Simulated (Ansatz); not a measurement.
Start of a relaxation of Al4GeRu:

```xyz
6
Lattice="0.0000 3.5288 3.5288 3.5288 0.0000 3.5288 3.5288 3.5288 0.0000" Properties=species:S:1:pos:R:3 pbc="T T T"
Al    4.4032    4.4032    4.4032
Al    4.4032    2.6545    2.6545
Al    2.6545    4.4032    2.6545
Al    2.6545    2.6545    4.4032
Ge    1.7644    1.7644    1.7644
Ru    0.0000    0.0000    0.0000
```

All numbers below come from DFT PBE, scalar-relativistic, plane waves, PAW (Ansatz 0.2.0). Cutoff 420 eV, Gaussian smearing, Γ-centred meshes. Cell and atoms relax first on a coarse mesh and then on a finer one. In between, the cell is made exact in the group found at 0.06 Å. In metals the finer mesh still leaves noise of several meV/atom or more. The steps can't lower the symmetry of their start. No spin polarisation in the relaxation; trial moments died out in a coarse test.

A guess keeps its type if space group and coordination stay and the shape of the cell changes little (axis ratios within about 15 %, angles within 6°); the volume may change.

**Question.** Will the relaxed cell still be of the starting type?

**Answer.** It keeps its type. The symmetry stays F-43m (No. 216). The volume per atom grows by 9.2 %, from 14.6 to 16.0 Å³. The shortest distance goes from 2.47 Å (Al–Al) to 2.56 Å (Al–Al). Counting neighbours within 15 % of an atom's shortest distance, the start has Al 6, Ge 16, Ru 16 and the end Al 6, Ge 16, Ru 16.

The last run used a 10×10×10 mesh for its 6-atom cell and Gaussian smearing of 0.10 eV. A structure relaxed within its symmetry needn't be a true minimum. Another cell of Al4GeRu relaxed alike, in P1, lies 0.38 eV/atom lower, so this cell isn't the stable form at this level.
